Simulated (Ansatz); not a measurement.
**Magnetic states of palladium, diamond**

Computed with DFT, r2SCAN, plane waves (500 eV) with PAW, scalar-relativistic in Ansatz 0.2.0. (PAW data from PBE, frozen cores regenerated.)

Each start was relaxed and then solved on a dense mesh, with Fermi-Dirac smearing of 0.05 eV (0.1 eV in a metal without spin) extrapolated to zero. Rows within 2 meV/atom of each other tie.

(1) Where does each start end, and how do the energies compare? Starts: antiferromagnetic; ferromagnetic; non-magnetic.

## Answers

(1) 
```
            start                                 ends  ΔE (meV/atom)  V (Å³/atom)
    ferromagnetic  ferromagnetic, net 0.52 μB per atom            0.0        23.57
antiferromagnetic  ferromagnetic, net 0.52 μB per atom            0.0        23.57
     non-magnetic                    spin not included           25.1        23.63
```
